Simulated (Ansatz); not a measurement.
Structure relaxation, Mo

The start is a generated cell, Mo placed in the dhcp structure type. Cell shape, volume and atoms are optimised at zero target pressure with r2SCAN (plane waves to 500 eV, PAW, scalar-relativistic; Ansatz, a first-principles code). The first steps use a coarse 13×13×4 k-mesh.

Initial structure:
```
CELL_PARAMETERS angstrom
      2.82036     0.00000     0.00000
     -1.41018     2.44250     0.00000
      0.00000     0.00000     9.07451
ATOMIC_POSITIONS crystal
  Mo 0.00000 0.00000 0.00000
  Mo 0.00000 0.00000 0.50000
  Mo 0.33333 0.66667 0.25000
  Mo 0.66667 0.33333 0.75000
```

Task: How large is the pressure on the unrelaxed cell, and of which sign?

Result: +3.2 GPa (positive: the cell is compressed).

Task: By how much does the energy per atom fall from start to end?

Result: 0.03 eV/atom.

Task: How does the volume per atom move from start to end?

Result: +2.0 %, from 15.63 to 15.93 Å³/atom.

Task: How do the shortest distances between atoms change?

Result: The closest pairs of elements (up to four, under 3.6 Å), start → end: Mo–Mo 2.79 → 2.75 Å.

Task: Is the relaxed structure metallic? Give its gap.

Result: No gap (metallic).

Task: Write out the relaxed structure.

Result: 
Space group P6₃/mmc (No. 194); a = 2.7508 Å, b = 2.7508 Å, c = 9.7254 Å, α = 90.00°, β = 90.00°, γ = 120.00°

```json
[
 {"atom": "Mo", "site": "2a", "symmetry": "-3m.", "x": "0.0000", "y": "0.0000", "z": "0.0000"},
 {"atom": "Mo", "site": "2c", "symmetry": "-6m2", "x": "0.3333", "y": "0.6667", "z": "0.2500"}
]
```

The space group stays P6₃/mmc (No. 194) (the run could not lower it); the end is AFLOW prototype A_hP4_194_ac (A3', as in La), with 4 atoms in the primitive cell. Final values are on a 19×19×5 k-mesh of the relaxed cell. No spin polarisation in the result.

The run could not lower the symmetry of its start; a shaken copy of this end point relaxes with r2SCAN to Im-3m (No. 229), 0.48 eV/atom lower.

The relaxed structure here is a generated cell of Mo: the first start was made by placing the elements on the sites of a structure type, and the end was not matched to a known phase here, so it may be hypothetical. Known forms of Mo include space group No. 229.
